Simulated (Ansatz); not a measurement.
Cd2TeS:
```yaml
crystal:
  lattice:
    - [4.29164, 0.00000, 0.00000]
    - [-2.14582, 3.71667, 0.00000]
    - [0.00000, 0.00000, 7.06171]
  atoms:
    - { symbol: Cd, position: [0.66667, 0.33333, 0.47201] }
    - { symbol: Cd, position: [0.00000, 0.00000, 0.02476] }
    - { symbol: Te, position: [0.00000, 0.00000, 0.63143] }
    - { symbol: S, position: [0.66667, 0.33333, 0.11980] }
```

Relaxed with LDA. Special points in fractions of this cell's reciprocal vectors: Γ (0.000, 0.000, 0.000); M (0.500, 0.000, 0.000); K (0.333, 0.333, 0.000); A (0.000, 0.000, 0.500); L (0.500, 0.000, 0.500); H (0.333, 0.333, 0.500).

List the band energies nearest the Fermi level at these points for the program Ansatz at the LDA level (PAW).

In eV from the Fermi level; about four levels below and three above (degenerate sets whole), none deeper than 8.9 eV; points with the same levels are listed once.

| k | below | above |
|---|---|---|
| Γ | -0.78 -0.09 -0.02 -0.02 | 2.07 4.82 4.82 |
| M | -3.45 -2.80 -2.05 -1.02 | 2.12 2.65 3.81 |
| K | -3.95 -2.84 -2.39 -2.28 | 3.07 3.47 4.23 |
| A | -1.69 -1.69 -0.15 -0.15 | 1.16 2.63 4.27 |
| L | -2.62 -2.38 -1.73 -1.30 | 1.87 2.30 3.59 |
| H | -3.60 -2.80 -2.13 -1.44 | 2.74 3.03 4.17 |

Space group P3m1. The first step of the workflow began from a Materials Project structure, measured or hypothetical; the Crystallography Open Database copy checked does not list it. Whether it is the stable phase at ambient conditions was not checked. The LDA relaxation kept the symmetry of its start; of distortions, only those at the zone centre were tested. The Fermi level of a semimetal is unsure by some 0.05 eV on such meshes. Scalar-relativistic: spin–orbit coupling is off unless named, which matters more the heavier the elements.

Potentials: the later of the program's two PAW sets.
